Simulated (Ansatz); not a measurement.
The relaxed structure here is a generated cell of TiB2: the first start was made by placing the elements on the sites of a structure type, and the end was not matched to a known phase here, so it may be hypothetical. Known forms of TiB2 include space group No. 191.

A relaxed cell of TiB2 (Cmme (No. 67)), relaxed on a k-mesh at least as fine as the one used below. Computed with PBE (plane waves to 420 eV, PAW, scalar-relativistic; Ansatz, a program for electronic structure). Γ-centred k-mesh 9×9×7 on the run's cell (coarser than for final values), Fermi–Dirac smearing 0.05 eV.

```
CELL_PARAMETERS angstrom
      4.70174    -5.66304     0.00000
      4.70174     0.00000     0.00000
      0.00000     0.00000     4.43955
ATOMIC_POSITIONS crystal
  Ti 0.25000 0.25000 0.84848
  Ti 0.75000 0.25000 0.84848
  Ti 0.75000 0.75000 0.15152
  Ti 0.25000 0.75000 0.15152
  B  0.89395 0.60605 0.64009
  B  0.39395 0.60605 0.64009
  B  0.39395 0.10605 0.35991
  B  0.89395 0.10605 0.35991
  B  0.60605 0.89395 0.64009
  B  0.10605 0.89395 0.64009
  B  0.10605 0.39395 0.35991
  B  0.60605 0.39395 0.35991
```

The atoms are displaced along an unstable phonon of this cell by (Å):

```csv
atom,ux,uy,uz
Ti1,0.000,-0.150,0.000
Ti2,0.000,0.150,0.000
Ti3,0.000,-0.150,0.000
Ti4,0.000,0.150,0.000
B5,0.000,-0.145,-0.008
B6,0.000,0.145,0.008
B7,0.000,-0.145,0.008
B8,0.000,0.145,-0.008
B9,0.000,-0.145,0.008
B10,0.000,0.145,-0.008
B11,0.000,-0.145,-0.008
B12,0.000,0.145,0.008
```

Question: What forces (eV/Å) and pressure result?

Answer: 
```csv
atom,Fx,Fy,Fz
Ti1,0.00,-0.10,0.14
Ti2,0.00,0.10,0.14
Ti3,0.00,-0.10,-0.14
Ti4,0.00,0.10,-0.14
B5,0.00,-0.01,0.02
B6,0.00,-0.03,0.01
B7,0.00,-0.01,-0.02
B8,0.00,-0.03,-0.01
B9,0.00,0.03,0.01
B10,0.00,0.01,0.02
B11,0.00,0.03,-0.01
B12,0.00,0.01,-0.02
```

Pressure +0.3 GPa.

No spin polarisation in the result.

The run that gave the undisplaced cell could not lose the symmetry of its start: the end is stationary, and may be a saddle point rather than a minimum.
